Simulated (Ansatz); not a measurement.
Ansatz (an electronic-structure program) input:

Ansatz 0.2 input:
```yaml
crystal:
  lattice:
    - [4.7639383688, 0.0, 0.0]
    - [0.0, 4.7639383688, 0.0]
    - [0.0, 0.0, 4.7639383688]
  atoms:
    - { symbol: Cs, position: [0.0, 0.0, 0.0] }
    - { symbol: Sr, position: [0.5, 0.5, 0.5] }
    - { symbol: F, position: [0.0, 0.5, 0.5] }
    - { symbol: F, position: [0.5, 0.0, 0.5] }
    - { symbol: F, position: [0.5, 0.5, 0.0] }
kpoints:
  mp_grid: { grid: [5, 5, 5] }
  band_path:
    path:
      - [[0.0, 0.0, 0.0], [0.0, 0.5, 0.0], [0.5, 0.5, 0.0], [0.0, 0.0, 0.0], [0.5, 0.5, 0.5], [0.0, 0.5, 0.0]]  # Γ-X-M-Γ-R-X
      - [[0.5, 0.5, 0.5], [0.5, 0.5, 0.0]]  # R-M
      - [VBM, CBM]
    npoints: 12
hamiltonian:
  xc: r2scan
  pseudopotentials: { kind: paw }
magnetization: { noncollinear: true, spin_orbit: true }
scf:
  n_extra_bands: 12
  convergence: { dr2_threshold: 0.0000000001 }
  occupations: { method: gaussian, width: 0.01 }
checkpoint: { write: soc.run }
output: { eigenvalues: true }
```

Output (shortened):

```
Pseudopotentials: kind: paw_fr
Pseudopotential: Cs, paw_fr, valence charge 9
Pseudopotential: Sr, paw_fr, valence charge 10
Pseudopotential: F, paw_fr, valence charge 7
Functional definition: r2SCAN
non-collinear run that drives no moment, with spin-orbit …
Crystal: 5 atoms, lattice volume = 108.118 Å³
Basis set: ecut = 500 eV, 2777 PW (Γ), exchange–correlation on 144×144×144 points (64 copies of the dense FFT grid, shifted against one another)
Bands: 52, of which v1, the nominal top of the filled ones, is band 40 counted from 1 (39 counted from 0)
Symmetry: 48 space group operations + 48 with time reversal
k-points: 10 of 125
Projection manifold: j_resolved (fully-relativistic pseudo-atomic orbitals)
PAW frozen core: Cs, regenerated for the run's functional
PAW frozen core: Sr, regenerated for the run's functional
PAW frozen core: F, regenerated for the run's functional
Initial density: superposition of atomic densities (chi_scale 0.1, normalization cell, long waves kept (reshape's long-wave potential 0.00 eV rms))
Initial wavefunctions: pseudopotential atomic-orbital guess
Eigensolver: davidson
Functional: x = r2scan, c = r2scan; τ floored in thin density (d = 2e-4 eV/Å³)
SCF iter   1: F=—  HF=-11666.940252 eV  |F-HF|=—  |Δ(HF+E_count)|=         —  Δρ=1.28e-1  dr2=1.52e1  dr2_τ=9.18e-2  dr2_m=0.00e0 (ungated)  ethr=3.10e-3  |M|=0.00e0 ∫|m|=0.00e0 μB  |m|>n=0.0e0 m-floor=0.0e0 τ_xc=0.0e0  β_m=0.30  ⟨swp⟩=10.5  Hψ=1552  notcnv=0  defer=4
all-band conjugate gradients solve this SCF's bands
preconditioner: auto → Resta (q_TF=auto, 2.312 Å⁻¹)
spin=Noncollinear: Resta preconditioning applied to the charge; magnetization (m_x, m_y, m_z) channels mix plain (no charge-response kernel on spin).
SCF iter   2: F=—  HF=-11663.278726 eV  |F-HF|=—  |Δ(HF+E_count)|=    3.66e0  Δρ=3.69e-2  dr2=2.19e0  dr2_τ=5.14e-2  dr2_m=0.00e0 (ungated)  ethr=3.10e-3  |M|=0.00e0 ∫|m|=0.00e0 μB  |m|>n=0.0e0 m-floor=0.0e0 τ_xc=0.0e0  β_m=0.36  ⟨swp⟩=3.5  Hψ=650  notcnv=0  defer=56
SCF iter   3: F=—  HF=-11662.766576 eV  |F-HF|=—  |Δ(HF+E_count)|=   5.12e-1  Δρ=1.71e-2  dr2=5.54e-1  dr2_τ=1.57e-3  dr2_m=0.00e0 (ungated)  ethr=3.10e-3  |M|=0.00e0 ∫|m|=0.00e0 μB  |m|>n=0.0e0 m-floor=0.0e0 τ_xc=0.0e0  β_m=0.65  ⟨swp⟩=2.9  Hψ=478  notcnv=0  defer=56
SCF iter   4: F=—  HF=-11662.637355 eV  |F-HF|=—  |Δ(HF+E_count)|=   1.29e-1  Δρ=5.05e-3  dr2=2.28e-2  dr2_τ=5.42e-4  dr2_m=0.00e0 (ungated)  ethr=1.39e-3  |M|=0.00e0 ∫|m|=0.00e0 μB  |m|>n=0.0e0 m-floor=0.0e0 τ_xc=0.0e0  β_m=0.83  ⟨swp⟩=3.3  Hψ=568  notcnv=0  defer=54
SCF iter   5: F=—  HF=-11662.638874 eV  |F-HF|=—  |Δ(HF+E_count)|=   1.52e-3  Δρ=6.72e-4  dr2=4.16e-4  dr2_τ=2.79e-5  dr2_m=0.00e0 (ungated)  ethr=5.71e-5  |M|=0.00e0 ∫|m|=0.00e0 μB  |m|>n=0.0e0 m-floor=0.0e0 τ_xc=0.0e0  β_m=0.90  ⟨swp⟩=3.0  Hψ=383  notcnv=0  defer=54
SCF iter   6: F=—  HF=-11662.639171 eV  |F-HF|=—  |Δ(HF+E_count)|=   2.97e-4  Δρ=1.48e-4  dr2=2.96e-5  dr2_τ=6.07e-7  dr2_m=0.00e0 (ungated)  ethr=1.04e-6  |M|=0.00e0 ∫|m|=0.00e0 μB  |m|>n=0.0e0 m-floor=0.0e0 τ_xc=0.0e0  β_m=0.95  ⟨swp⟩=2.4  Hψ=430  notcnv=0  defer=54
SCF iter   7: F=—  HF=-11662.639177 eV  |F-HF|=—  |Δ(HF+E_count)|=   6.90e-6  Δρ=3.15e-5  dr2=1.07e-6  dr2_τ=1.40e-7  dr2_m=0.00e0 (ungated)  ethr=7.40e-8  |M|=0.00e0 ∫|m|=0.00e0 μB  |m|>n=0.0e0 m-floor=0.0e0 τ_xc=0.0e0  β_m=0.98  ⟨swp⟩=2.1  Hψ=420  notcnv=0  defer=54
SCF iter   8: F=—  HF=-11662.639250 eV  |F-HF|=—  |Δ(HF+E_count)|=   7.30e-5  Δρ=9.13e-6  dr2=1.06e-7  dr2_τ=1.00e-8  dr2_m=0.00e0 (ungated)  ethr=2.68e-9  |M|=0.00e0 ∫|m|=0.00e0 μB  |m|>n=0.0e0 m-floor=0.0e0 τ_xc=0.0e0  β_m=0.98  ⟨swp⟩=2.1  Hψ=447  notcnv=0  defer=54
SCF iter  10: F=-11662.639250 eV  HF=-11662.639250 eV  |F-HF|=1.82e-12  |Δ(HF+E_count)|=   1.66e-9  Δρ=2.08e-7  dr2=3.26e-11  dr2_τ=2.87e-12  dr2_m=0.00e0 (ungated)  ethr=1.00e-12  |M|=0.00e0 ∫|m|=0.00e0 μB  |m|>n=0.0e0 m-floor=0.0e0 τ_xc=0.0e0  ⟨swp⟩=13.4  Hψ=1390  notcnv=0
SCF 1 converged in 10 iterations: F = -11662.639250 eV  dr2 = 3.26e-11
NSCF: frozen V_eff on 20 k-points
NSCF: frozen V_eff on 20 k-points
NSCF: frozen V_eff on 20 k-points
NSCF: frozen V_eff on 20 k-points
NSCF: frozen V_eff on 3 k-points
NSCF: frozen V_eff on 3 k-points
NSCF: frozen V_eff on 3 k-points
NSCF: frozen V_eff on 3 k-points
NSCF: frozen V_eff on 3 k-points
NSCF: frozen V_eff on 87 k-points
SCF converged after 10 iterations
Magnetization: |M| = 0.0000 μB,  M = (+0.0000, +0.0000, +0.0000) μB
Absolute magnetization: 0.0000 μB (∫|m|)
  site 0: m = (+0.0000, +0.0000, +0.0000) μB, |m| = 0.0000 μB  (R = 1.39 Å)
  site 1: m = (+0.0000, +0.0000, +0.0000) μB, |m| = 0.0000 μB  (R = 0.98 Å)
  site 2: m = (+0.0000, +0.0000, +0.0000) μB, |m| = 0.0000 μB  (R = 0.98 Å)
  site 3: m = (+0.0000, +0.0000, +0.0000) μB, |m| = 0.0000 μB  (R = 0.98 Å)
  site 4: m = (+0.0000, +0.0000, +0.0000) μB, |m| = 0.0000 μB  (R = 0.98 Å)
Free energy (F): -11662.639250 eV
Harris-Foulkes:  -11662.639250 eV  (|F-HF|=1.82e-12)
Internal energy: -11662.639250 eV  (E = F + TS)
E sigma→0 (E₀):  -11662.639250 eV
Fermi energy:    5.236722 eV
--- Per-component energies (eV) ---
  E_band       = -263.427896
  E_kinetic    = 1016.427582
  E_local      = -2934.111267  (includes V_loc(G=0)·N_el)
  E_nonlocal   = 449.258139
  E_hartree    = 1050.771807
  E_xc         = -567.506468
  E_vxc        = -670.107438  (∫ρ·V_xc dr)
  E_paw        = -8400.145806  (= ΣΔE_a)
  E_vpaw       = -269.218376  (= ΣTr[D̂ρ^β])
  E_aug_tail   = 0.002911  (compensation charges beyond the density's cutoff)
  E_vtau       = 42.776710  (kinetic-family band-sum trace: ∫τ·v_τ [+ j·A + Jᵃ·Aᵃ] dr)
  E_ewald      = -2277.144306
  E_core_change = -0.191842  (= ΣΔE_core)
  E_smearing   =  0.000000  (= −TS)
  E_closure    = 0.000000  (closes the sum)
  Σ components = -11662.639250   (vs F -11662.639250, Δ=0.00e0)
  [band-id]    e_kinetic+e_local+e_nonlocal+2·e_hartree+e_vxc+e_vpaw+e_augmentation_tail+e_vtau = -263.428125   (vs E_band -263.427896, Δ=-2.30e-4)
--- Band table (eV; the first three rows and the last of 10) ---
  k-point 0: bands = ["-28.9931", "-28.9931", "-18.4598", "-18.4598", "-18.4517", "-18.4517", "-18.4517", "-18.4517", "-16.6209", "-16.6209", "-11.3828", "-11.3828", "-10.3086", "-10.3086", "-10.3086", "-10.3086", "-4.2292", "-4.2292", "-2.6555", "-2.6555", "-2.6555", "-2.6555", "1.2780", "1.2780", "1.2780", "1.2780", "1.2782", "1.2782", "1.3105", "1.3105", "1.4143", "1.4143", "1.4143", "1.4143", "1.5550", "1.5550", "1.6673", "1.6673", "1.6673", "1.6673", "8.8061", "8.8061", "10.0179", "10.0179", "10.0179", "10.0179", "11.0545", "11.0545", "11.0545", "11.0545", "11.1020", "11.1020"]
  k-point 1: bands = ["-28.9890", "-28.9890", "-18.5155", "-18.5155", "-18.4514", "-18.4514", "-18.4497", "-18.4497", "-16.6278", "-16.6278", "-11.3268", "-11.3268", "-10.3044", "-10.3044", "-10.1694", "-10.1694", "-4.2333", "-4.2333", "-2.6733", "-2.6733", "-2.6369", "-2.6369", "1.1625", "1.1625", "1.2364", "1.2364", "1.2432", "1.2432", "1.2613", "1.2613", "1.2711", "1.2711", "1.3354", "1.3354", "1.3646", "1.3646", "1.5907", "1.5907", "1.6633", "1.6633", "9.3110", "9.3110", "10.2608", "10.2608", "10.4752", "10.4752", "11.2609", "11.2609", "11.3477", "11.3477", "11.3897", "11.3897"]
  k-point 2: bands = ["-28.9823", "-28.9823", "-18.6106", "-18.6106", "-18.4507", "-18.4507", "-18.4381", "-18.4381", "-16.6391", "-16.6391", "-11.2576", "-11.2576", "-10.2975", "-10.2975", "-9.9113", "-9.9113", "-4.2413", "-4.2413", "-2.7015", "-2.7015", "-2.6061", "-2.6061", "0.5707", "0.5707", "1.1238", "1.1238", "1.1689", "1.1689", "1.1861", "1.1861", "1.2125", "1.2125", "1.2132", "1.2132", "1.2813", "1.2813", "1.5776", "1.5776", "1.6589", "1.6589", "10.1767", "10.1767", "10.7197", "10.7197", "11.5500", "11.5500", "11.7745", "11.7745", "12.0701", "12.0701", "12.1213", "12.1213"]
  k-point 9: bands = ["-28.9609", "-28.9609", "-18.6076", "-18.6076", "-18.5924", "-18.5924", "-18.5912", "-18.5912", "-16.6336", "-16.6336", "-10.8891", "-10.8891", "-9.7632", "-9.7632", "-9.7632", "-9.7632", "-4.4052", "-4.4052", "-2.9441", "-2.9441", "-2.9108", "-2.9108", "0.5348", "0.5348", "0.5741", "0.5741", "0.5812", "0.5812", "0.8947", "0.8947", "1.0154", "1.0154", "1.0656", "1.0656", "1.5358", "1.5358", "1.5644", "1.5644", "1.5735", "1.5735", "10.8821", "10.8821", "11.0478", "11.0478", "11.0582", "11.0582", "12.4401", "12.4401", "12.6278", "12.6278", "12.6941", "12.6941"]
  band table: 52 of 52 bands, residual norms ≤ 1.0e-3 eV
```

Cost: around 5 core-minutes (rough) on shared cores.

Space group Pm-3m (cubic perovskite). The first step of the workflow began from a Materials Project structure, measured or hypothetical; the Crystallography Open Database copy checked does not list it. Its standing as an ambient phase is unchecked. Symmetry was held in the r²SCAN relaxation; whether a distortion lowers the energy is not shown.

Potentials: the later of the program's two PAW sets.

Ansatz is a plane-wave DFT program.
